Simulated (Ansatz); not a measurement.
Ge (diamond), conventional cell a = b = c = 5.6727 Å, α = β = γ = 90.00°. The calculation uses the primitive cell of 2 atoms, to which meshes and values per cell refer.

Equation-of-state scan: isotropic scaling of the cell above, V₀ being its volume. Symmetry pins the atoms to their sites.

The numbers are results of r2SCAN (plane waves to 500 eV, PAW, scalar-relativistic; Ansatz, a first-principles code), not measurements. k mesh 10×10×10 (Γ-centred), Fermi-Dirac smearing 0.05 eV. The energy includes the smearing's −TS. Ge was relaxed with its symmetry unable to fall. The PAW data are Ansatz's earlier set. The zero of ΔE is the relaxed starting cell. The last digit holds for this mesh only.

```csv
V (Å³/atom),ΔE (meV/atom)
19.167,182.1
20.080,93.9
20.993,38.4
21.905,8.9
22.818,0.0
23.731,7.4
24.643,27.6
25.556,58.1
26.469,96.6
```

Question: What is the fitted pressure derivative B₀′?

Answer: 4.8.

Question: What bulk modulus B₀ follows from a third-order Birch-Murnaghan fit?

Answer: 70.9 GPa. Check by three points about V = 22.818 Å³/atom, step 1.825: d²E/dV² ≈ (38 − 2·0 + 28) meV / 1.825² = 0.0198 eV/Å⁶, and V·d²E/dV² × 160.2 = 72.4 GPa.

(Under strain, the slope of the energy per volume gives the stress and its curvature an elastic modulus.)
